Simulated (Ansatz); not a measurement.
Total density of states per atom from the program Ansatz at the PBE level (PAW), in 0.25 eV bins, energy from the Fermi level:

(E (eV), states/eV/atom): (-6.00, 0.00); (-5.75, 0.02); (-5.50, 0.04); (-5.25, 0.06); (-5.00, 0.08); (-4.75, 0.09); (-4.50, 0.11); (-4.25, 0.14); (-4.00, 0.17); (-3.75, 0.26); (-3.50, 0.84); (-3.25, 1.02); (-3.00, 1.13); (-2.75, 1.37); (-2.50, 1.43); (-2.25, 1.28); (-2.00, 0.62); (-1.75, 0.57); (-1.50, 1.97); (-1.25, 2.09); (-1.00, 1.29); (-0.75, 1.13); (-0.50, 1.25); (-0.25, 2.20); (0.00, 1.55); (0.25, 1.07); (0.50, 0.57); (0.75, 0.49); (1.00, 0.46); (1.25, 0.47); (1.50, 0.52); (1.75, 0.78); (2.00, 0.91); (2.25, 0.96); (2.50, 1.11); (2.75, 1.29); (3.00, 1.26); (3.25, 1.54); (3.50, 1.37); (3.75, 1.51); (4.00, 2.84); (4.25, 1.31); (4.50, 0.94); (4.75, 0.78)

Question: Which compound is it?
A. Nb, bcc (W type)
B. Ga2O3, C2/m (Pearson symbol mS20)
C. CO2, Pa-3 (C on 4a, O on 8c)
D. Te2Mo, P6_3/mmc (Te on 4f, Mo on 2c)

Answer: A, Nb, bcc (W type). Within 0.5 eV of the Fermi level: Nb 4d 86 %, Nb 5s 9 %. Projections are on Löwdin-orthogonalised atomic valence shells; empty p or d shells of many metals are not among them.

Space group Im-3m (bcc (W type)). The cell was relaxed with PBE under the symmetry of its start. No spin polarisation was allowed. Scalar-relativistic: spin–orbit coupling is off unless named, which matters more the heavier the elements.

Potentials: the earlier of the program's two PAW sets.
